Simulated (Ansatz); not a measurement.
HfC:
```cif
data_C2Hf2
_chemical_formula_sum 'Hf2 C2'
_space_group_name_H-M_alt 'P 1'
_space_group_IT_number 1
_cell_length_a 3.31074
_cell_length_b 3.31074
_cell_length_c 5.24476
_cell_angle_alpha 90.000
_cell_angle_beta 90.000
_cell_angle_gamma 120.000
loop_
_space_group_symop_operation_xyz
  'x, y, z'
loop_
_atom_site_label
_atom_site_type_symbol
_atom_site_fract_x
_atom_site_fract_y
_atom_site_fract_z
_atom_site_occupancy
Hf1 Hf 0.66667 0.33333 0.75000 1
Hf2 Hf 0.33333 0.66667 0.25000 1
C1 C 0.00000 0.00000 0.00000 1
C2 C 0.00000 0.00000 0.50000 1
```

Relaxed with r²SCAN.

Which orbitals make up the states near the Fermi level in r²SCAN (plane waves, PAW; program Ansatz)?

Within 0.5 eV of the Fermi level: Hf 5d 58 %, C 2p 38 %. Projections are on Löwdin-orthogonalised atomic valence shells; empty p or d shells of many metals are not among them.

Tabulate the density of states.

States/eV per cell of 4 atoms, in 0.25 eV bins, energy from the Fermi level.

| E (eV) | total | Hf 5d | C 2p | Hf 6s |
|---|---|---|---|---|
| -7.85 | 0.00 | 0.00 | 0.00 | 0.00 |
| -7.60 | 0.00 | 0.00 | 0.00 | 0.00 |
| -7.35 | 0.00 | 0.00 | 0.00 | 0.00 |
| -7.10 | 0.04 | 0.01 | 0.02 | 0.00 |
| -6.85 | 0.09 | 0.03 | 0.04 | 0.01 |
| -6.60 | 0.32 | 0.11 | 0.16 | 0.03 |
| -6.35 | 0.56 | 0.19 | 0.27 | 0.06 |
| -6.10 | 0.87 | 0.29 | 0.43 | 0.09 |
| -5.85 | 1.06 | 0.35 | 0.53 | 0.11 |
| -5.60 | 1.70 | 0.58 | 0.84 | 0.17 |
| -5.35 | 1.41 | 0.48 | 0.71 | 0.12 |
| -5.10 | 1.62 | 0.52 | 0.85 | 0.12 |
| -4.85 | 2.05 | 0.64 | 1.15 | 0.12 |
| -4.60 | 2.66 | 0.79 | 1.57 | 0.13 |
| -4.35 | 2.43 | 0.73 | 1.43 | 0.11 |
| -4.10 | 1.92 | 0.71 | 1.05 | 0.06 |
| -3.85 | 3.02 | 1.22 | 1.64 | 0.04 |
| -3.60 | 3.07 | 1.26 | 1.67 | 0.04 |
| -3.35 | 3.11 | 1.25 | 1.71 | 0.05 |
| -3.10 | 3.88 | 1.52 | 2.19 | 0.05 |
| -2.85 | 2.69 | 1.02 | 1.55 | 0.02 |
| -2.60 | 4.51 | 1.62 | 2.63 | 0.03 |
| -2.35 | 3.05 | 1.12 | 1.78 | 0.02 |
| -2.10 | 1.67 | 0.70 | 0.88 | 0.01 |
| -1.85 | 1.08 | 0.49 | 0.54 | 0.01 |
| -1.60 | 0.94 | 0.45 | 0.44 | 0.01 |
| -1.35 | 1.04 | 0.56 | 0.43 | 0.01 |
| -1.10 | 1.04 | 0.68 | 0.32 | 0.01 |
| -0.85 | 0.86 | 0.57 | 0.26 | 0.01 |
| -0.60 | 0.50 | 0.34 | 0.15 | 0.01 |
| -0.35 | 0.37 | 0.24 | 0.11 | 0.00 |
| -0.10 | 0.45 | 0.29 | 0.15 | 0.00 |
| 0.15 | 0.70 | 0.41 | 0.27 | 0.01 |
| 0.40 | 1.32 | 0.70 | 0.57 | 0.01 |
| 0.65 | 2.02 | 0.99 | 0.94 | 0.02 |
| 0.90 | 2.03 | 0.92 | 1.01 | 0.02 |
| 1.15 | 1.24 | 0.66 | 0.52 | 0.01 |
| 1.40 | 0.76 | 0.54 | 0.17 | 0.01 |
| 1.65 | 0.81 | 0.60 | 0.16 | 0.01 |
| 1.90 | 0.94 | 0.72 | 0.17 | 0.01 |
| 2.15 | 1.06 | 0.83 | 0.17 | 0.01 |
| 2.40 | 1.15 | 0.92 | 0.17 | 0.01 |
| 2.65 | 1.31 | 1.06 | 0.18 | 0.01 |
| 2.90 | 1.52 | 1.22 | 0.21 | 0.02 |
| 3.15 | 1.61 | 1.32 | 0.20 | 0.02 |
| 3.40 | 1.35 | 1.10 | 0.15 | 0.02 |
| 3.65 | 1.22 | 1.00 | 0.12 | 0.03 |
| 3.90 | 1.61 | 1.28 | 0.18 | 0.04 |
| 4.15 | 2.22 | 1.73 | 0.29 | 0.06 |
| 4.40 | 3.13 | 2.30 | 0.45 | 0.14 |
| 4.65 | 3.32 | 2.43 | 0.49 | 0.15 |

Space group P6_3/mmc (NiAs type). The first step of the workflow began from a Materials Project structure, measured or hypothetical; the Crystallography Open Database copy checked does not list it. It is not the phase usual at ambient conditions (space group No. 225). The cell was relaxed with r²SCAN under the symmetry of its start; its stability against distortions is not shown here. The run is not spin-polarised. Scalar-relativistic: spin–orbit coupling is off unless named, which matters more the heavier the elements.

Potentials: the later of the program's two PAW sets.
